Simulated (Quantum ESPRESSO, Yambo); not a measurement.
CaO (rock salt, space group Fm-3m, No. 225) under isotropic strain of -3 % on all lattice vectors. The PBEsol cell relaxed from Materials Project entry mp-2605 was given an isotropic strain of -3 % on all lattice vectors, and the atoms were relaxed again. Chain: PBEsol (Quantum ESPRESSO, PseudoDojo norm-conserving, 84 Ry, scalar-relativistic); G0W0 in Yambo (6×6×6 Γ-centred k mesh, 64 bands and a 10 Ry block in the screening, 64 bands in G with the Bruneval-Gonze terminator, plasmon pole fitted at 27.2 eV); BSE (10×10×10 mesh, 3 valence and 1 conduction bands, static screening with 18 bands and a 4 Ry block, scissor 2.47 eV, Tamm-Dancoff).

- PBEsol gap (dense path): 3.48 eV
- PBEsol gap Γ → X on the GW mesh: 3.48 eV
- PBEsol smallest direct gap on the GW mesh, at X: 3.81 eV
- G0W0 direct gap at that point: 6.29 eV
- G0W0 correction to the gap Γ → X: 2.39 eV
- lowest exciton: no binding energy given (see below)
- RPA electronic dielectric constant along x: 3.81 (18×18×18 mesh, PBEsol bands)

Rough cost of the Yambo steps against G0W0 for 6 states: BSE within a factor of two, one RPA spectrum about 1/10.

Convergence of the G0W0 settings was not tested. The BSE states are vertical excitations (zero momentum); the indirect quasiparticle gap, about 5.87 eV, is smaller than the direct one (6.29 eV on the GW mesh). Convergence of the RPA response with its 18×18×18 mesh was not tested. The lowest state covers only about 7 of the 1000 k points, so the mesh doesn't resolve it: its energy and its distance from the direct gap are mesh artefacts. An extended exciton needs a far denser mesh.
